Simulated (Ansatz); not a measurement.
TaN (rock salt)

```yaml
crystal:
  lattice:
    - [0.00000, 2.18780, 2.18780]
    - [2.18780, 0.00000, 2.18780]
    - [2.18780, 2.18780, 0.00000]
  atoms:
    - { symbol: N, position: [0.00000, 0.00000, 0.00000] }
    - { symbol: Ta, position: [0.50000, 0.50000, 0.50000] }
```

The volume is varied about the relaxed value V₀ at fixed cell shape. Symmetry pins the atoms to their sites.

Computed with PBEsol (plane waves to 420 eV, PAW, scalar-relativistic; Ansatz, a quantum-chemistry and plane-wave program). k mesh 19×19×19 (Γ-centred), Fermi-Dirac smearing 0.05 eV. The energy includes the smearing's −TS. Stress and pressure are positive under compression. Spin-orbit coupling is left out, though Ta is heavy. TaN is run without spin polarisation. TaN was relaxed with its symmetry unable to fall. This is a high-temperature form of TaN. The zero of ΔE is the relaxed starting cell. The last digit holds for this mesh only.

```
V (Å³/atom)  ΔE (meV/atom)
-----------  -------------
9.425                141.1
9.634                 86.9
9.844             withheld
10.053                20.1
10.262                 4.9
10.472                 0.0
10.681                 4.5
10.891                17.3
11.100                37.7
11.310                64.8
11.519                97.9
```

Problem. Fit a third-order Birch-Murnaghan form (E₀, V₀, B₀, B₀′ free) to the given rows and predict ΔE at V = 9.844.

Solution. Least squares on the 10 given rows: ΔE = E₀ + (9V₀B₀/16)·y²·[2 + (B₀′ − 4)y], y = (V₀/V)^(2/3) − 1, with V₀ = 10.472 Å³/atom, B₀ = 356.5 GPa (160.2 GPa = 1 eV/Å³; the term in eV is multiplied by 1000), B₀′ = 4.45, E₀ = 0.01 meV/atom; root-mean-square residual 0.05 meV/atom. At 9.844 the fit gives 46.9 meV/atom; the calculation gives 47.0 meV/atom, so the interpolation is off by -0.1 (-0.2 %). For the pressure the fit gives 25.3 GPa against the computed 25.3 GPa.

(Under strain, the slope of the energy per volume gives the stress and its curvature an elastic modulus.)
